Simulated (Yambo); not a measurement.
Yambo run on BaCuSF (space group P4/nmm, No. 129). The wavefunctions come from this Quantum ESPRESSO step (PBEsol, PseudoDojo standard norm-conserving files, scalar-relativistic):

```
&CONTROL
  calculation = 'nscf'
  pseudo_dir = './pseudo'
  outdir = './out'
/
&SYSTEM
  ibrav = 0
  nat = 8
  ntyp = 4
  ecutwfc = 92.0
  ecutrho = 368.0
  occupations = 'fixed'
  force_symmorphic = .true.
  nbnd = 183
/
&ELECTRONS
  conv_thr = 8e-09
  diago_full_acc = .true.
  diago_thr_init = 1e-08
/
ATOMIC_SPECIES
F 18.9984 F.upf
S 32.0600 S.upf
Cu 63.5460 Cu.upf
Ba 137.3270 Ba.upf
CELL_PARAMETERS angstrom
  4.129930000000   0.000000000000   0.000000000000
  0.000000000000   4.129930000000   0.000000000000
  0.000000000000   0.000000000000   9.106470000000
ATOMIC_POSITIONS crystal
F   0.500000000000   0.500000000000   0.000000000000
F   0.000000000000   0.000000000000   0.000000000000
S   0.000000000000   0.500000000000   0.356510000000
S   0.500000000000   0.000000000000   0.643490000000
Cu   0.500000000000   0.500000000000   0.500000000000
Cu   0.000000000000   0.000000000000   0.500000000000
Ba   0.000000000000   0.500000000000   0.819900000000
Ba   0.500000000000   0.000000000000   0.180100000000
K_POINTS automatic
4 4 1 0 0 0
```

Yambo input:

```
rim_cut
gw0
dyson
el_el_corr
HF_and_locXC
ppa
em1d
RandQpts= 1000000
RandGvec= 1 Ry
EXXRLvcs= 92 Ry
VXCRLvcs= 368 Ry
Chimod= "HARTREE"
% BndsRnXp
 9 | 182 |
%
NGsBlkXp= 6 Ry
% LongDrXp
 1.0 | 1.0 | 1.0 |
%
PPAPntXp= 27.2114 eV
% GbndRnge
 1 | 182 |
%
GTermKind= "BG"
DysSolver= "n"
ExtendOut
% QPkrange
 1 | 1 | 42 | 43 |
 3 | 3 | 42 | 43 |
 6 | 6 | 42 | 43 |
%
```

k points by index: 1 = Γ, 3 = X, 6 = M.

The o-*.qp file then holds:

```
#    K-point    Band    Eo [eV]    E [eV]    E-Eo [eV]    Vxc [eV]    Vnlxc [eV]    Sc|Eo [eV]    Sc|E [eV]    dSc/dw|Eo [eV]    Re(Z)    Im(Z)
#
    1    42    0.000000    -0.550892    -0.550892    -23.75206    -28.87563    4.394172    4.572680    -8.814926    0.755316    -0.001621
    1    43    1.510112    2.070902    0.560791    -13.79329    -10.09353    -3.007262    -3.138970    -6.389881    0.809830    -0.001289
    3    42    -0.577010    -1.134915    -0.557905    -25.21792    -31.25052    5.281659    5.474698    -9.412057    0.743000    -0.001789
    3    43    2.174959    2.777558    0.602599    -12.45859    -8.166868    -3.548485    -3.689126    -6.349761    0.810798    -0.001295
    6    42    -1.065493    -1.622308    -0.556815    -30.73206    -38.87131    7.359056    7.582442    -10.91169    0.713772    -0.001983
    6    43    3.047606    3.617474    0.569869    -13.24809    -9.211109    -3.335935    -3.467110    -6.262400    0.812914    -0.001365
```
(The two width columns are left out.) Convergence of these settings isn't established.

Geometry of the Materials Project entry, not relaxed at this level.

The structure is a Materials Project entry; no match was found in the copy of COD used, and its stability was not checked.
